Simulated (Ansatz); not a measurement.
Optical constants of Au

These are results of DFT LDA, scalar-relativistic, plane waves, PAW (Ansatz 0.2.0), not measurements. Settings: 420 eV plane-wave cutoff, Γ-centred 18×18×10 mesh, Fermi-Dirac smearing of 0.15 eV. No spin polarisation.

The cell, relaxed at this level:
```yaml
crystal:
  lattice:
    - [1.41831, -2.45715, 0.00000]
    - [1.41831, 2.45715, 0.00000]
    - [0.00000, 0.00000, 4.76197]
  atoms:
    - { symbol: Au, position: [0.66660, 0.33340, 0.25000] }
    - { symbol: Au, position: [0.33340, 0.66660, 0.75000] }
```

In a metal these results depend on the k mesh and the smearing. Spin–orbit coupling is left out, which matters for heavy elements.

Independent-particle response (no local fields, no excitons) on a 30×30×14 mesh, broadened by 0.1 eV; the Drude term is undamped and its weight carries the smearing above, which sets much of it in a semimetal. The run couldn't bound its error over part or most of this range, so small peaks and near ties are unsure. Light polarised along z. ε₁ lacks the small share of bands above those solved.

Problem. Tabulate ε₁ and ε₂ against photon energy.

Solution.
| E (eV) | ε₁ | ε₂ |
| --- | --- | --- |
| 0.2 | -1972.34 | 0.00 |
| 0.7 | -151.56 | 0.02 |
| 1.2 | -43.38 | 0.23 |
| 1.7 | -12.96 | 3.50 |
| 2.2 | -4.90 | 8.57 |
| 2.7 | -3.19 | 9.27 |
| 3.2 | -2.89 | 8.31 |
| 3.7 | -2.23 | 6.82 |
| 4.2 | -1.34 | 5.85 |
| 4.7 | -1.02 | 5.37 |
| 5.2 | -0.48 | 4.14 |
| 5.7 | 0.58 | 3.51 |
| 6.2 | 1.86 | 3.73 |
| 6.7 | 2.01 | 4.75 |
| 7.2 | 1.54 | 5.21 |
| 7.7 | 0.95 | 5.50 |
| 8.2 | -0.21 | 4.70 |
| 8.7 | -0.27 | 3.84 |
| 9.2 | 0.35 | 3.71 |
| 9.7 | 0.43 | 3.44 |
| 10.2 | 0.27 | 3.74 |
| 10.7 | -0.03 | 3.08 |
| 11.2 | 0.17 | 2.72 |
| 11.7 | 0.51 | 2.55 |

Problem. Where is the highest local maximum of ε₂ between 0.3 and 12 eV?

Solution. At 2.7 eV, where ε₂ = 9.3.

This form isn't the element's structure at ambient conditions.

Cost: 1 run of about 14 core-minutes, on Arm Neoverse V2 (shared hosts).